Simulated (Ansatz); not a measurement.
LiCl:
```
LiCl
1.0
    0.00000     2.55620     2.55620
    2.55620     0.00000     2.55620
    2.55620     2.55620     0.00000
Li Cl
1 1
Cartesian
  0.00000   0.00000   0.00000
  2.55620   2.55620   2.55620
```

Relaxed with r²SCAN. r²SCAN (plane waves, PAW; program Ansatz) gives a gap of 7.29 eV.

Task: What gap does HSE06 give on the same cell (Ansatz, PAW)?

Result: 7.78 eV, 0.50 eV more. The hybrid was solved on a coarser mesh and at special points; its gap is the smallest among all of these.

```csv
k,v1 r²SCAN,c1 r²SCAN,v1 HSE06,c1 HSE06
Γ,0.00,7.29,0.00,7.78
X,-1.14,8.62,[?],[?]
L,-0.28,7.54,[?],[?]
W,-1.10,10.34,[?],[?]
K,-0.86,8.81,[?],[?]
```

Task: Top valence (v1) and lowest conduction level (c1) in eV from each method's valence maximum (which need not be a listed point): supply the withheld HSE06 values.

Result: 
- L, v1 HSE06: -0.29
- L, c1 HSE06: 8.13
- W, v1 HSE06: -1.16
- W, c1 HSE06: 11.05
- K, v1 HSE06: -0.91
- K, c1 HSE06: 9.47
- X, v1 HSE06: -1.21
- X, c1 HSE06: 9.28

Cost on shared cores: the r²SCAN run (SCF on a 9×9×9 mesh, then bands and DOS) around 14 core-seconds (rough), the HSE06 run (SCF on 7×7×7, then a few points) very roughly 90 core-seconds; the tasks are unlike.

Space group Fm-3m (rock salt). The r²SCAN relaxation kept the symmetry of its start; phonons on a q-mesh show no instability.

Potentials: the later of the program's two PAW sets.
